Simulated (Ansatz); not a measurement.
Relaxation of a relaxed AlRu cell, doubled along one cell vector, shaken by Gaussian noise of σ = 0.08 Å a coordinate; 4 atoms in the cell, which starts as P1 (No. 1), aP4; a = b = 2.976 Å, c = 5.953 Å, α = β = γ = 90.00°. Calculation: PBEsol (plane waves to 420 eV, PAW, scalar-relativistic; Ansatz, an electronic-structure program). Γ-centred k-mesh 6×11×11 on the run's cell (coarser than for final values), Fermi–Dirac smearing 0.05 eV. This is the first round of the run. 

The optimiser's lines from the output (shortened; P is positive under compression):

```
relax step   1: F+E_penalty+E_count = -12684.01775188 eV  Δ(F+E_penalty+E_count) = +0.000e0 eV  max|allowed force component| = 1.884e0 eV/Å  Δτ_max = 0.0000 Å  P = +5.124 GPa  Ω = 52.733 Å³  (6 SCF iters, dr2 threshold 1.00e-7 eV, accepted)
relax step   2: F+E_penalty+E_count = -12684.49456500 eV  Δ(F+E_penalty+E_count) = -4.768e-1 eV  max|allowed force component| = 7.829e-1 eV/Å  Δτ_max = 0.1290 Å  P = +4.272 GPa  Ω = 51.973 Å³  (7 SCF iters, dr2 threshold 4.00e-7 eV, accepted)
relax step   3: F+E_penalty+E_count = -12684.61780304 eV  Δ(F+E_penalty+E_count) = -1.232e-1 eV  max|allowed force component| = 6.323e-3 eV/Å  Δτ_max = 0.0823 Å  P = -1.449 GPa  Ω = 53.084 Å³  (6 SCF iters, dr2 threshold 4.00e-7 eV, accepted)
relax step   4: F+E_penalty+E_count = -12684.61979017 eV  Δ(F+E_penalty+E_count) = -1.987e-3 eV  max|allowed force component| = 1.095e-3 eV/Å  Δτ_max = 0.0009 Å  P = -0.002 GPa  Ω = 52.730 Å³  (6 SCF iters, dr2 threshold 4.00e-7 eV, accepted)
relax step   5: F+E_penalty+E_count = -12684.61979254 eV  Δ(F+E_penalty+E_count) = -2.373e-6 eV  max|allowed force component| = 1.096e-3 eV/Å  Δτ_max = 0.0000 Å  P = -0.006 GPa  Ω = 52.730 Å³  stress off target by 1.77e-2 GPa  SCF on the basis re-selected at this cell (its energy is not comparable with the rows above)  (9 SCF iters)
```

From the first to the last row the energy changes by -0.15 eV/atom and the volume by 0.0 %. The last row is marked as not comparable with the walk above it, whose basis was carried along; it does compare with step 1, since both stand on a basis selected at the nominal cutoff for their own cell.

Later rounds, restarted from the end of this one on a renewed k-mesh, logged 2 more steps and released under 0.01 eV/atom more. The final structure after all rounds: Pm-3m (No. 221), cP2, CsCl type; a = b = c = 2.976 Å, α = β = γ = 90.00°. No spin polarisation in the result.
